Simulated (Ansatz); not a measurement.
HfTe (CsCl type, Pm-3m), DFT-PBEsol in the program Ansatz with PAW potentials, all energies at zero smearing, with the estimated change up to a 700 eV cutoff added, with one set of potentials and settings (totals compare only within such a set). Cell of 2 atoms (1 Hf, 1 Te): -22501.664 eV.

```json
[
 {"element": "Hf", "reference phase": "P6_3/mmc, 2 atoms in the cell", "E (eV/atom)": "-15598.8041"},
 {"element": "Te", "reference phase": "P3_121, 3 atoms in the cell", "E (eV/atom)": "-6901.6024"}
]
```

Formation energy per atom, worked out: (-22501.664 − 1×(-15598.8041) − 1×(-6901.6024))/2 = -0.629 eV/atom (-61 kJ per mol of atoms), at 0 K, without zero-point energy or fitted corrections.

The cell is a constructed one: a structure type filled with these elements; neither database checked (COD, Materials Project) lists it. Whether it is the stable phase at ambient conditions was not checked. Symmetry was held in the PBEsol relaxation; its stability against distortions is not shown here. No spin polarisation was allowed. The references are the lowest solids computed at this level, not always the standard phases. Scalar-relativistic: spin–orbit coupling is off unless named, which matters more the heavier the elements.

Potentials: the earlier of the program's two PAW sets. The files were generated under PBE; for other functionals the program regenerates the frozen cores, and for LDA and PBEsol the local potential too.
